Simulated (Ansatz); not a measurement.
BaTiO3 (cubic perovskite)

```
BaTiO3
1.0
    4.01946     0.00000     0.00000
    0.00000     4.01946     0.00000
    0.00000     0.00000     4.01946
Ba Ti O
1 1 3
Cartesian
  0.00000   0.00000   0.00000
  2.00973   2.00973   2.00973
  0.00000   2.00973   2.00973
  2.00973   2.00973   0.00000
  2.00973   0.00000   2.00973
```

In each cell atom 4 (O, nearest neighbour Ti at 2.010 Å; its periodic images, 4.0 Å or more away, move with it) moves by s·(0.577, 0.577, 0.577) (along Cartesian [111]), the rest being held.

Level of theory: PBE (plane waves to 420 eV, PAW, scalar-relativistic; Ansatz, a quantum-chemistry and plane-wave program). k mesh 7×7×7 (Γ-centred), Fermi-Dirac smearing 0.05 eV. Energies are smeared free energies. BaTiO3 is run without spin polarisation. BaTiO3 was relaxed with its symmetry unable to fall. The PAW data are Ansatz's earlier set. This is a high-temperature form of BaTiO3. The zero of ΔE is the undisplaced structure.

The scan covers s from -0.400 to 0.400 Å in 11 points.

### Question
Is this a single well or a double well?

### Answer
A single well with its minimum at or next to zero displacement.

### Question
Is the energy the same for equal positive and negative displacements?

### Answer
Even: the same for both signs. With its periodic images moving along, the atom's site symmetry in this cell is 4/mmm.

### Question
What force acts on the atom along the line at s = -0.400 Å?

### Answer
2.50 eV/Å.

### Question
What is the force constant k = d²E/ds² of this move at s = 0?

### Answer
4.86 eV/Å².

(For displaced atoms, the force is minus the slope of the energy, and its curvature is a force constant, which sets phonon frequencies.)
